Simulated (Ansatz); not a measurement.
## Clamped-ion strain scan in Zn

The calculation used DFT PBEsol, scalar-relativistic, plane waves, PAW in Ansatz 0.2.0. Cutoff 420 eV, Γ-centred 20×20×20 k-points, Gaussian smearing of 0.15 eV. No spin polarisation. Energies are free energies at this smearing, counted from the undisturbed cell; pressure is positive in compression.

Zero of the scan (as given, not relaxed at this level; it stands at -5.0 GPa; this fcc form isn't the usual structure):

```xyz
1
Lattice="0.0000 1.9648 1.9648 1.9648 0.0000 1.9648 1.9648 1.9648 0.0000" Properties=species:S:1:pos:R:3 pbc="T T T"
Zn    0.0000    0.0000    0.0000
```

The cell is strained by ε times the Voigt pattern (0, 0, 0, 0, 1, 0) (xx, yy, zz, yz, xz, xy; engineering shear) with fractional coordinates fixed. The cell is metallic on the mesh throughout.

```tsv
ε	ΔE (meV/atom)	stress summed along the pattern (GPa, tension positive)	pressure (GPa)
-0.0400	0.4	0.04	-5.0
-0.0200	0.3	-0.25	-5.0
0.0000	0.0	0.00	-5.0
0.0100	0.1	0.22	-5.0
0.0300	0.4	0.11	-5.0
0.0350	0.4	0.03	-5.0
```

By symmetry 0.0400 repeats -0.0400, -0.0300 repeats 0.0300, 0.0200 repeats -0.0200, -0.0100 repeats 0.0100 in energy, with the opposite slope along the path.